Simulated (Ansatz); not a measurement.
SnSe2 (CdI2 type, space group No. 164) at seven volumes, the program Ansatz at the r²SCAN+D4 level (PAW), shape and atoms relaxed at each. One row is withheld.

| V (Å³/atom) | P (GPa) |
|---|---|
| 24.207 | ? |
| 25.005 | 1.92 |
| 25.803 | 0.80 |
| 26.601 | 0.00 |
| 27.399 | -0.53 |
| 28.197 | -0.88 |
| 28.995 | -1.05 |

Question: Fit the shown pressures and predict the withheld one.

Answer: P = (3/2)B₀(x^(7/2) − x^(5/2))[1 + (3/4)(B′ − 4)(x − 1)] with x = (V₀/V)^(2/3). Least squares on the six rows gives V₀ = 26.604 Å³/atom, B₀ = 21.8 GPa, B′ = 12.00. At V = 24.207, x = 1.0650 and P = 3.46 GPa. The run itself gave 3.44 GPa.

Space group P-3m1 (CdI2 type). Symmetry was held in the r²SCAN+D4 relaxation; of distortions, only those at the zone centre were tested. Spin–orbit coupling is left out wherever it is not named.

Potentials: the later of the program's two PAW sets.
